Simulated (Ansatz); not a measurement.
# Property card for InSe

InSe:
```xyz
4
Lattice="5.8491 2.0518 0.0000 -5.8491 2.0518 0.0000 -1.6644 0.0000 4.5401" Properties=species:S:1:pos:R:3 pbc="T T T"
In    -6.1290     2.0518     4.3536
In     4.4646     2.0518     0.1865
Se    -2.4330     2.0518     1.5606
Se     0.7685     2.0518     2.9795
```

Space group C2/m (No. 12); conventional cell a = 11.6982 Å, b = 4.1035 Å, c = 4.8356 Å, α = γ = 90.00°, β = 110.13°.

Method: plane-wave PAW r²SCAN+D4 (Ansatz code). The cell and atoms are relaxed at this level. Other levels are named where they apply.

Cell and energy:

```yaml
volume_per_atom: 27.24 Å³
density: 5.91 g/cm³
Formation energy from the elements (no fitted shifts): -0.65 eV/atom
```

Electronic structure:

```yaml
band_gap: 1.40 eV (indirect)
valence_band_maximum: on the Γ–M2 line, 63 % of the way from Γ (k = 0.315, -0.315, -0.315 in fractions of the reciprocal vectors)
conduction_band_minimum: at A (k = 0.000, 0.000, 0.500 in fractions of the reciprocal vectors)
smallest_direct_gap_on_the_standard_path: 1.70 eV
electron_effective_mass: 0.15, 0.20, 0.59 mₑ (principal values)
hole_effective_mass: 0.16, 0.45, 1.3 mₑ (principal values)
Gap with spin–orbit coupling: 1.39 eV
```

Mechanics:

```yaml
Bulk modulus (Birch–Murnaghan fit): 16.2 GPa
Pressure derivative B′: 9.0
```

Charges:

```yaml
bader_charges: In +0.83, Se -0.83 e
```

The first step of the workflow began from a Materials Project structure, measured or hypothetical; the Crystallography Open Database copy checked does not list it. It is not the phase usual at ambient conditions (space group No. 194). The cell was relaxed with r²SCAN+D4 under the symmetry of its start; whether a distortion lowers the energy is not shown. The references are the lowest solids computed at this level, not always the standard phases. Scalar-relativistic: spin–orbit coupling is off unless named, which matters more the heavier the elements.

Potentials: the later of the program's two PAW sets.
